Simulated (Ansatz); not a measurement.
ZnPtC₆N₆, one structure, two calculations

Cell: an entry of the Crystallography Open Database (COD) whose atoms were relaxed with PBE, the cell held.

Space group Fm-3m (No. 225); a = 10.5186 Å.

```
site  Wyckoff  site symmetry       x       y       z
  Zn       4b           m-3m  0.5000  0.5000  0.5000
  Pt       4a           m-3m  0.0000  0.0000  0.0000
   C      24e           4m.m  0.5000  0.5000  0.1903
   N      24e           4m.m  0.5000  0.5000  0.3001
```

One atom of each set is listed; the run and its k-mesh use a cell of 14 atoms with edges of 7.44, 7.44, 7.44 Å.

First run. All values are calculated (Ansatz; DFT, PBE, plane waves and PAW, scalar-relativistic, 420 eV cutoff, Γ-centred 6×6×6 k-points, Fermi–Dirac smearing 0.05 eV), not measured.

```csv
site,V_zz (10²¹ V/m²),η
C,-3.78,0.00
N,-5.82,0.00
```

Second run. The same atoms and settings, except that the functional is PBEsol.

Task: Given the first result, estimate the second.

Result: 

```tsv
site	V_zz	η	change of V_zz
C	-3.73	0.00	+0.05
N	-5.77	0.00	+0.05
```

The largest change of V_zz is on N, from -5.82 to -5.77. In per cent, |V_zz| changes by -1 on C, -1 on N (all sites that start above 0.5). Sites without a gradient aren't listed.

Without spin–orbit coupling the gradients at and beside Pt can be off by some per cent, at some sites by more. The database entry as given showed forces above 3 eV/Å or a pressure above 30 GPa, though relaxing it moves no atom far.
